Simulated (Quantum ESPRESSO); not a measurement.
Si3O4NF, finding a planted mistake in a log

Computed values, not a measurement. The program is pw.x of Quantum ESPRESSO 7.5 (plane-wave density functional theory). The cell is made up: 9 atoms on a quartz lattice, with randomly drawn elements, strain and displacements, not relaxed. PseudoDojo standard norm-conserving files (v0.5 for PBE, v0.4.1 for LDA and PBEsol) set the functional; there is no spin polarisation, spin-orbit coupling or dispersion term, and the masses in the input are unused placeholders.

Intended input:

```
&control calculation='scf', pseudo_dir='./dojo.nc.sr.pbe.v0_5.standard.upf', outdir='./o', disk_io='low', tprnfor=.true., tstress=.true. /
&system ibrav=0, nat=9, ntyp=4, nbnd=30, ecutwfc=84.00895049, nosym=.true., tot_charge=0,
 occupations='smearing', smearing='fd', degauss=0.0018374661
/
&electrons conv_thr=7.350e-09, electron_maxstep=60, /
ATOMIC_SPECIES
F 1.0 F.upf
N 1.0 N.upf
O 1.0 O.upf
Si 1.0 Si.upf
CELL_PARAMETERS angstrom
5.0765 -0.0459 -0.0023
-2.578 4.345 0.0209
-0.0025 0.0251 5.5951
ATOMIC_POSITIONS angstrom
Si 2.1893 -0.0866 3.6222
Si -1.2923 2.0996 1.8417
Si 1.2752 2.2393 -0.0263
O 1.2923 1.3308 4.4581
O 3.4386 0.6066 2.4219
O 2.836 2.4882 0.8664
N 0.3411 1.7893 1.1829
F -1.2528 3.2547 3.0598
O 0.9926 3.8795 4.9885
K_POINTS automatic
5 5 4 1 1 1
```

The log is shortened where brackets say so; the opening notice, blank lines, dates and the lines on written files are dropped, and the path of the files is cut. It prints rydbergs, bohrs and kilobars, and counts compression as positive stress. Where no state is partly filled, the Fermi energy that it prints is only some level between the filled and the empty states on the mesh, and need not lie in the true gap.

Log of the intended run:

```
     Program PWSCF v.7.5
     Parallel version (MPI & OpenMP), running on       4 processor cores
     Number of MPI processes:                 4
     Threads/MPI process:                     1
     [start-up lines left out]
     bravais-lattice index     =            0
     lattice parameter (alat)  =       9.5936  a.u.
     unit-cell volume          =     828.3494 (a.u.)^3
     number of atoms/cell      =            9
     number of atomic types    =            4
     number of electrons       =        48.00
     number of Kohn-Sham states=           30
     kinetic-energy cutoff     =      84.0090  Ry
     charge density cutoff     =     336.0358  Ry
     scf convergence threshold =      7.3E-09
     mixing beta               =       0.7000
     number of iterations used =            8  plain     mixing
     Exchange-correlation= PBE
                           (   1   4   3   4   0   0   0)
     [axes and pseudopotential details left out]
   Cartesian axes
     site n.     atom                  positions (alat units)
         1        Si     tau(   1) = (   0.4312440  -0.0170583   0.7134939  )
         2        Si     tau(   2) = (  -0.2545547   0.4135751   0.3627745  )
         3        Si     tau(   3) = (   0.2511864   0.4410929  -0.0051805  )
         4        O      tau(   4) = (   0.2545547   0.2621384   0.8781478  )
         5        O      tau(   5) = (   0.6773287   0.1194869   0.4770611  )
         6        O      tau(   6) = (   0.5586297   0.4901208   0.1706618  )
         7        N      tau(   7) = (   0.0671892   0.3524528   0.2330053  )
         8        F      tau(   8) = (  -0.2467741   0.6411044   0.6027134  )
         9        O      tau(   9) = (   0.1955204   0.7641763   0.9826250  )
     number of k points=    50  Fermi-Dirac smearing, width (Ry)=  0.0018
                       cart. coord. in units 2pi/alat
        k(    1) = (   0.1016520   0.1766110   0.1126717), wk =   0.0400000
        k(    2) = (   0.1017454   0.1755753   0.3395137), wk =   0.0400000
     [further k points left out]
     Dense  grid:    86159 G-vectors     FFT dimensions: (  60,  60,  64)
     Estimated max dynamical RAM per process >     175.27 MB
     Estimated total dynamical RAM >     637.96 MB
     Initial potential from superposition of free atoms
     starting charge      47.9981, renormalised to      48.0000
     Starting wfcs are   36 randomized atomic wfcs
     total cpu time spent up to now is        3.5 secs
     per-process dynamical memory:   137.8 Mb
     Self-consistent Calculation
     iteration #  1     ecut=    84.01 Ry     beta= 0.70
     Davidson diagonalization with overlap
     ethr =  1.00E-02,  avg # of iterations =  3.0
     total cpu time spent up to now is        9.0 secs
     total energy              =    -226.46350920 Ry
     estimated scf accuracy    <       3.15400344 Ry
     iteration #  2     ecut=    84.01 Ry     beta= 0.70
     Davidson diagonalization with overlap
     ethr =  6.57E-03,  avg # of iterations =  3.2
     total cpu time spent up to now is       14.2 secs
     total energy              =    -226.20440154 Ry
     estimated scf accuracy    <       7.05448510 Ry
     [iterations 3 to 11 left out]
     iteration # 12     ecut=    84.01 Ry     beta= 0.70
     Davidson diagonalization with overlap
     ethr =  8.73E-10,  avg # of iterations =  2.0
     total cpu time spent up to now is       61.0 secs
     total energy              =    -227.86086208 Ry
     estimated scf accuracy    <       0.00000009 Ry
     iteration # 13     ecut=    84.01 Ry     beta= 0.70
     Davidson diagonalization with overlap
     ethr =  1.89E-10,  avg # of iterations =  3.0
     total cpu time spent up to now is       65.4 secs
     End of self-consistent calculation
     [lines on levels left out]
     the Fermi energy is     5.2071 ev
!    total energy              =    -227.86086210 Ry
     estimated scf accuracy    <          5.9E-09 Ry
     smearing contrib. (-TS)   =      -0.00000000 Ry
     internal energy E=F+TS    =    -227.86086210 Ry
     The total energy is F=E-TS. E is the sum of the following terms:
     one-electron contribution =    -110.10604741 Ry
     hartree contribution      =      79.54413004 Ry
     xc contribution           =     -60.60272888 Ry
     ewald contribution        =    -136.69621584 Ry
     convergence has been achieved in  13 iterations
     Forces acting on atoms (cartesian axes, Ry/au):
     atom    1 type  4   force =     0.43496845    0.45592674    0.25009792
     atom    2 type  4   force =     0.38822499   -0.27998119   -0.05591018
     atom    3 type  4   force =     0.03450992    0.30236250    0.30276327
     atom    4 type  3   force =     0.09949898   -0.35428354   -0.36711016
     atom    5 type  3   force =    -0.14404362   -0.09780340    0.15846431
     atom    6 type  3   force =    -0.29847048    0.14507027   -0.29724572
     atom    7 type  2   force =    -0.17207468    0.01889097    0.16002423
     atom    8 type  1   force =    -0.22247746   -0.15885750   -0.03542047
     atom    9 type  3   force =    -0.12013609   -0.03132485   -0.11566318
     Total force =     1.249231     Total SCF correction =     0.000093
     Computing stress (Cartesian axis) and pressure
          total   stress  (Ry/bohr**3)                   (kbar)     P=       81.87
  -0.00026824   0.00069454   0.00065666          -39.46      102.17       96.60
   0.00069454   0.00092781   0.00065022          102.17      136.49       95.65
   0.00065666   0.00065022   0.00101003           96.60       95.65      148.58
     init_run     :      3.10s CPU      3.27s WALL (       1 calls)
     electrons    :     60.57s CPU     61.93s WALL (       1 calls)
     forces       :      0.91s CPU      0.95s WALL (       1 calls)
     stress       :      2.91s CPU      2.91s WALL (       1 calls)
     [timing details left out]
     PWSCF        :   1m 7.73s CPU   1m 9.35s WALL
     JOB DONE.
```

A second run was made from an input with one planted mistake. Its log:

```
     Program PWSCF v.7.5
     Parallel version (MPI & OpenMP), running on       4 processor cores
     Number of MPI processes:                 4
     Threads/MPI process:                     1
     [start-up lines left out]
     bravais-lattice index     =            0
     lattice parameter (alat)  =       9.5936  a.u.
     unit-cell volume          =     828.3494 (a.u.)^3
     number of atoms/cell      =            9
     number of atomic types    =            4
     number of electrons       =        48.00
     number of Kohn-Sham states=           30
     kinetic-energy cutoff     =      56.8880  Ry
     charge density cutoff     =     227.5518  Ry
     scf convergence threshold =      7.3E-09
     mixing beta               =       0.7000
     number of iterations used =            8  plain     mixing
     Exchange-correlation= PBE
                           (   1   4   3   4   0   0   0)
     [axes and pseudopotential details left out]
   Cartesian axes
     site n.     atom                  positions (alat units)
         1        Si     tau(   1) = (   0.4312440  -0.0170583   0.7134939  )
         2        Si     tau(   2) = (  -0.2545547   0.4135751   0.3627745  )
         3        Si     tau(   3) = (   0.2511864   0.4410929  -0.0051805  )
         4        O      tau(   4) = (   0.2545547   0.2621384   0.8781478  )
         5        O      tau(   5) = (   0.6773287   0.1194869   0.4770611  )
         6        O      tau(   6) = (   0.5586297   0.4901208   0.1706618  )
         7        N      tau(   7) = (   0.0671892   0.3524528   0.2330053  )
         8        F      tau(   8) = (  -0.2467741   0.6411044   0.6027134  )
         9        O      tau(   9) = (   0.1955204   0.7641763   0.9826250  )
     number of k points=    50  Fermi-Dirac smearing, width (Ry)=  0.0018
                       cart. coord. in units 2pi/alat
        k(    1) = (   0.1016520   0.1766110   0.1126717), wk =   0.0400000
        k(    2) = (   0.1017454   0.1755753   0.3395137), wk =   0.0400000
     [further k points left out]
     Dense  grid:    47997 G-vectors     FFT dimensions: (  48,  45,  54)
     Estimated max dynamical RAM per process >      98.51 MB
     Estimated total dynamical RAM >     358.90 MB
     Check: negative core charge=   -0.000040
     Initial potential from superposition of free atoms
     starting charge      47.9981, renormalised to      48.0000
     Starting wfcs are   36 randomized atomic wfcs
     total cpu time spent up to now is        2.1 secs
     per-process dynamical memory:    79.2 Mb
     Self-consistent Calculation
     iteration #  1     ecut=    56.89 Ry     beta= 0.70
     Davidson diagonalization with overlap
     ethr =  1.00E-02,  avg # of iterations =  3.1
     total cpu time spent up to now is        5.2 secs
     total energy              =    -226.41232409 Ry
     estimated scf accuracy    <       3.07622978 Ry
     iteration #  2     ecut=    56.89 Ry     beta= 0.70
     Davidson diagonalization with overlap
     ethr =  6.41E-03,  avg # of iterations =  3.3
     total cpu time spent up to now is        8.3 secs
     total energy              =    -226.13109917 Ry
     estimated scf accuracy    <       6.94668225 Ry
     [iterations 3 to 11 left out]
     iteration # 12     ecut=    56.89 Ry     beta= 0.70
     Davidson diagonalization with overlap
     ethr =  8.57E-10,  avg # of iterations =  2.0
     total cpu time spent up to now is       35.7 secs
     total energy              =    -227.76756754 Ry
     estimated scf accuracy    <       0.00000009 Ry
     iteration # 13     ecut=    56.89 Ry     beta= 0.70
     Davidson diagonalization with overlap
     ethr =  1.87E-10,  avg # of iterations =  3.0
     total cpu time spent up to now is       38.3 secs
     End of self-consistent calculation
     [lines on levels left out]
     the Fermi energy is     5.2007 ev
!    total energy              =    -227.76756756 Ry
     estimated scf accuracy    <          6.8E-09 Ry
     smearing contrib. (-TS)   =      -0.00000000 Ry
     internal energy E=F+TS    =    -227.76756756 Ry
     The total energy is F=E-TS. E is the sum of the following terms:
     one-electron contribution =    -109.91826787 Ry
     hartree contribution      =      79.41034032 Ry
     xc contribution           =     -60.56342409 Ry
     ewald contribution        =    -136.69621591 Ry
     convergence has been achieved in  13 iterations
     Forces acting on atoms (cartesian axes, Ry/au):
     atom    1 type  4   force =     0.43499016    0.45592368    0.25012195
     atom    2 type  4   force =     0.38832984   -0.27998844   -0.05584394
     atom    3 type  4   force =     0.03454341    0.30255426    0.30283580
     atom    4 type  3   force =     0.09949939   -0.35401543   -0.36740060
     atom    5 type  3   force =    -0.14372212   -0.09735336    0.15766183
     atom    6 type  3   force =    -0.29828497    0.14483114   -0.29661007
     atom    7 type  2   force =    -0.17186650    0.01840925    0.16038269
     atom    8 type  1   force =    -0.22277797   -0.15890884   -0.03515067
     atom    9 type  3   force =    -0.12071125   -0.03145225   -0.11599699
     Total force =     1.249103     Total SCF correction =     0.000099
     Computing stress (Cartesian axis) and pressure
          total   stress  (Ry/bohr**3)                   (kbar)     P=      -26.93
  -0.00101215   0.00069875   0.00066519         -148.89      102.79       97.85
   0.00069875   0.00019463   0.00066252          102.79       28.63       97.46
   0.00066519   0.00066252   0.00026838           97.85       97.46       39.48
     init_run     :      1.93s CPU      2.03s WALL (       1 calls)
     electrons    :     35.74s CPU     36.18s WALL (       1 calls)
     forces       :      0.47s CPU      0.48s WALL (       1 calls)
     stress       :      1.62s CPU      1.62s WALL (       1 calls)
     [timing details left out]
     PWSCF        :     39.87s CPU     40.46s WALL
     JOB DONE.
```

Question: what was wrong in the second input?

Answer: the plane-wave cutoff is too low. The input lines that differ, file-writing options aside:

```
- &system ibrav=0, nat=9, ntyp=4, nbnd=30, ecutwfc=84.00895049, nosym=.true., tot_charge=0,
+ &system ibrav=0, nat=9, ntyp=4, nbnd=30, ecutwfc=56.88795073, nosym=.true., tot_charge=0,
```

|  | intended run | run with the mistake |
| --- | --- | --- |
| free energy (eV) | -3100.205 | -3098.936 |
| smearing term -TS (eV) | 0.0000 | 0.0000 |
| pressure (GPa) | 8.19 | -2.69 |
| largest force component (eV/Å) | 11.722 | 11.722 |
| largest change of a force component (eV/Å) |  | 0.021 |
| iterations | 13 | 13 |

For scale, a rerun of the intended cell at 1437 eV and a 7 x 7 x 6 mesh moved values by no more than 0.002 eV in energy, 0.02 GPa in stress and 0.002 eV/Å in force.